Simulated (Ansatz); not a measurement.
Rough cost of magnetic runs on MnIr (P4/mmm) in Ansatz 0.2.0, 2 threads of Arm Neoverse N1, on a shared host.

```yaml
crystal:
  lattice:
    - [2.72590, -2.72590, 0.00000]
    - [2.72590, 2.72590, 0.00000]
    - [2.72590, 0.00000, 3.64300]
  atoms:
    - { symbol: Mn, position: [0.75000, 0.25000, 0.50000] }
    - { symbol: Mn, position: [0.25000, 0.75000, 0.50000] }
    - { symbol: Ir, position: [0.00000, 0.00000, 0.00000] }
    - { symbol: Ir, position: [0.50000, 0.50000, 0.00000] }
```

```tsv
run	functional, mesh	k points solved	bands	iterations	wall time (s)	peak memory (GiB)
PAW: parallel moments	PBEsol, 10×10×10	102	44	40	290	1.5
PAW: Mn2 tilted by 20° from z and held	PBEsol, 10×10×10	102	78	28	270	0.88
PAW: Mn2 tilted by 50° from z and held	PBEsol, 10×10×10	102	78	24	230	0.88
LAPW: Mn2 tilted by 20° from z and held	PBEsol, 10×10×10	102	136	30	3900	3.4
LAPW: parallel moments on spinors	PBEsol, 10×10×10	102	136	18	2400	3.3
PAW: Mn2 tilted by 90° from z and held	PBEsol, 10×10×10	102	78	22	190	0.89
LAPW: Mn2 tilted by 130° from z and held	PBEsol, 10×10×10	102	136	17	2200	3.3
PAW: parallel moments on spinors	PBEsol, 10×10×10	102	78	16	130	0.88
PAW: Mn2 tilted by 130° from z and held	PBEsol, 10×10×10	102	78	13	100	0.89
```
